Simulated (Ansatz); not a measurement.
**Calculated Al-27 nuclear quadrupole resonance for BaAlH₅**

Cell: a Materials Project structure (computed, not necessarily an observed phase), taken as it stands.

Space group Pna2_1 (No. 33); a = 9.2317, b = 7.0613, c = 5.1020 Å.

```
site  Wyckoff  site symmetry       x       y       z
  Ba       4a              1  0.8135  0.3450  0.2541
  Al       4a              1  0.4598  0.6532  0.2288
  H9       4a              1  0.4931  0.5507  0.9105
 H13       4a              1  0.9174  0.6582  0.0252
 H17       4a              1  0.9226  0.7134  0.5003
 H21       4a              1  0.1404  0.8055  0.2335
 H25       4a              1  0.7951  0.9548  0.2144
```

One atom of each set is listed.

Method: Kohn–Sham DFT in Ansatz, PBE, plane waves and PAW, scalar-relativistic, 420 eV cutoff, Γ-centred 3×4×6 k-points, Fermi–Dirac smearing 0.02 eV.

Al-27: I = 5/2, Q = 146.6 mb (year-2017 value). Static lattice, zero field.

**Question.** At which frequencies do the Al-27 NQR lines lie?

**Answer.** For I = 5/2 and η = 0 the lines are 3|C_Q|/20 and twice that; η pulls their ratio below 2.

```tsv
site	atoms	V_zz (10²¹ V/m²)	C_Q (MHz)	η	line frequencies (MHz)
Al	4	-1.55	-5.49	0.25	0.877, 1.63
```
